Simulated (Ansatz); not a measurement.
LaGa3Pd:
```
CELL_PARAMETERS angstrom
     -2.15314     2.15314     5.30517
      2.15314    -2.15314     5.30517
      2.15314     2.15314    -5.30517
ATOMIC_POSITIONS crystal
  La 0.00000 0.00000 0.00000
  Ga 0.61880 0.61880 0.00000
  Ga 0.38120 0.38120 0.00000
  Ga 0.75000 0.25000 0.50000
  Pd 0.25000 0.75000 0.50000
```

Relaxed with r²SCAN. Special points in fractions of this cell's reciprocal vectors: Γ (0.000, 0.000, 0.000); X (0.000, 0.000, 0.500); P (0.250, 0.250, 0.250); N (0.000, 0.500, 0.000); M (0.500, 0.500, -0.500); S (0.291, 0.709, -0.291); S0 (-0.291, 0.291, 0.291); R (-0.082, 0.082, 0.500); G (0.500, 0.500, -0.082).

Task: List the band energies nearest the Fermi level at these points for r²SCAN in the plane-wave PAW code Ansatz.

Result: In eV from the Fermi level; about four levels below and three above (degenerate sets whole), none deeper than 8.9 eV; points with the same levels are listed once.

| k | below | above |
|---|---|---|
| Γ | -2.12 -1.66 -1.66 -0.32 | 0.68 1.53 1.53 |
| X | -2.40 -2.30 -1.79 -0.56 | 2.11 2.18 2.34 |
| P | -2.33 -2.17 -1.79 -0.60 | 1.76 2.24 2.28 |
| N | -3.28 -2.75 -1.97 -0.38 | 0.62 1.02 1.56 |
| M | -2.87 -1.35 -1.35 -0.60 | 0.08 1.76 2.06 |
| S | -2.78 -0.73 -0.52 -0.49 | 1.22 1.81 2.17 |
| R | -2.05 -2.03 -1.55 -0.64 | 2.07 2.16 2.31 |

Space group I-4m2. The workflow started from a Materials Project entry (that database holds measured and hypothetical structures alike); the Crystallography Open Database copy checked does not list it. With Ga and Pd taken as one species the cell has the higher symmetry I4/mmm, so it may be an ordered model of a mixed-site phase. Its standing as an ambient phase is unchecked. The cell was relaxed with r²SCAN under the symmetry of its start; whether a distortion lowers the energy is not shown. The run is not spin-polarised. Scalar-relativistic: spin–orbit coupling is off unless named, which matters more the heavier the elements.

Potentials: the later of the program's two PAW sets.
